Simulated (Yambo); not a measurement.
Yambo run on K4CdP2 (space group R-3m, No. 166). The wavefunctions are PBEsol (pw.x of Quantum ESPRESSO, ONCV potentials, scalar-relativistic) ones on a 2×2×2 mesh (33 occupied bands); a = 9.610 Å, b = 9.610 Å, c = 9.610 Å, α = 34.41°, β = 34.41°, γ = 34.41°.

Yambo input:

```
rim_cut
gw0
dyson
el_el_corr
HF_and_locXC
cohsex
em1s
RandQpts= 1000000
RandGvec= 1 Ry
EXXRLvcs= 102 Ry
VXCRLvcs= 408 Ry
Chimod= "HARTREE"
% BndsRnXs
 5 | 353 |
%
NGsBlkXs= 7 Ry
% LongDrXs
 1.0 | 1.0 | 1.0 |
%
ExtendOut
% QPkrange
 1 | 1 | 33 | 34 |
 3 | 3 | 33 | 33 |
%
```

k points by index: 1 = Γ, 3 = F.

Resulting energies as the program prints them:

```
#    K-point    Band    Eo [eV]    E [eV]    E-Eo [eV]    Vxc [eV]    Vnlxc [eV]    Sc|Eo [eV]    Re(Z)    Im(Z)
#
    1    33    -0.094403    -2.916641    -2.822238    -10.69115    -12.99389    -0.519495    1.000000    0.000000
    1    34    0.802276    -0.076714    -0.878990    -7.586481    -4.446798    -4.018673    1.000000    0.000000
    3    33    0.000000    -2.816242    -2.816242    -10.79731    -13.08135    -0.532206    1.000000    0.000000
```
(The two width columns are left out.) Convergence of these settings isn't established.

Spin-orbit coupling is not included.

Geometry of the Materials Project entry, not relaxed at this level.

The structure is a Materials Project entry; no match was found in the copy of COD used, and its stability was not checked.
